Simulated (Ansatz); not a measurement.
## Relaxation path: Ru (hcp type)

DFT, LDA, PAW with Ansatz's default frozen-core files, scalar-relativistic (Ansatz 0.2.0); a Γ-centred 18×18×10 k mesh, Fermi–Dirac smearing of 0.05 eV, no spin polarisation. The run relaxes shape and atoms at held volume.

Command: `ansatz run input.yaml --threads 1 --pin off --max-ram 2048MiB --backend cpu --events-out ev --progress --plain --runs-dir out` It took 11 s on 1 thread of Intel(R) Xeon(R) Platinum 8488C (Sapphire Rapids), with other jobs on the host, peak memory 0.39 GiB.

```yaml
crystal:
  lattice:
    - [2.190885445, 0.0, 0.0]
    - [-1.0954427225, 1.8973624522, 0.0]
    - [0.0, 0.0, 3.4626680023]
  atoms:
    - { symbol: Ru, position: [0.3333333333, 0.6666666667, 0.25] }
    - { symbol: Ru, position: [0.6666666667, 0.3333333333, 0.75] }
kpoints:
  mp_grid: { grid: [18, 18, 10] }
scf:
  occupations: { method: fermi_dirac, width: 0.05 }
hamiltonian:
  xc: lda
  pseudopotentials: { kind: paw }
output:
  forces: true
  stress: true
relax:
  f_tol: 0.005
  max_steps: 30
  cell: { stress_tol: 0.43, fix: [volume] }
```

Each step lists its free energy a cell above the last geometry, the pressure, the cell vectors (Å), and Cartesian positions (Å) with forces (eV/Å).

The first step:

```
step 1  dF = 29.45 meV  P = 832.6 GPa
  cell 2.1909 0.0000 0.0000  -1.0954 1.8974 0.0000  0.0000 0.0000 3.4627
  Ru 0.0000 1.2649 0.8657   0.0000 0.0000 0.0000
  Ru 1.0954 0.6325 2.5970   0.0000 0.0000 0.0000
```

The PAW files were made under PBE.

Where does the relaxation end, and by which steps?

After 4 geometries, with conventional a, b, c = 2.178, 2.178, 3.504 Å, at 7.197 Å³/atom and 831.9 GPa in space group P6_3/mmc, with a shortest distance of 2.157 Å. The further steps:
```
step 2  dF = 4.51 meV  P = 831.7 GPa
  cell 2.1728 0.0000 0.0000  -1.0864 1.8817 0.0000  0.0000 0.0000 3.5205
  Ru 0.0000 1.2545 0.8801   0.0000 0.0000 0.0000
  Ru 1.0864 0.6272 2.6403   0.0000 0.0000 0.0000
step 3  dF = 0.01 meV  P = 831.9 GPa
  cell 2.1780 0.0000 0.0000  -1.0890 1.8862 0.0000  0.0000 0.0000 3.5038
  Ru 0.0000 1.2575 0.8759   0.0000 0.0000 0.0000
  Ru 1.0890 0.6287 2.6278   0.0000 0.0000 0.0000
step 4  dF = 0.00 meV  P = 831.9 GPa
  cell 2.1778 0.0000 0.0000  -1.0889 1.8860 0.0000  0.0000 0.0000 3.5044
  Ru 0.0000 1.2574 0.8761   0.0000 0.0000 0.0000
  Ru 1.0889 0.6287 2.6283   0.0000 0.0000 0.0000
step 5  dF = -0.02 meV  P = 831.9 GPa  (same geometry on a basis chosen anew; earlier energies don't compare to the last digit)
  cell 2.1778 0.0000 0.0000  -1.0889 1.8860 0.0000  0.0000 0.0000 3.5044
  Ru 0.0000 1.2574 0.8761   0.0000 0.0000 0.0000
  Ru 1.0889 0.6287 2.6283   0.0000 0.0000 0.0000
```
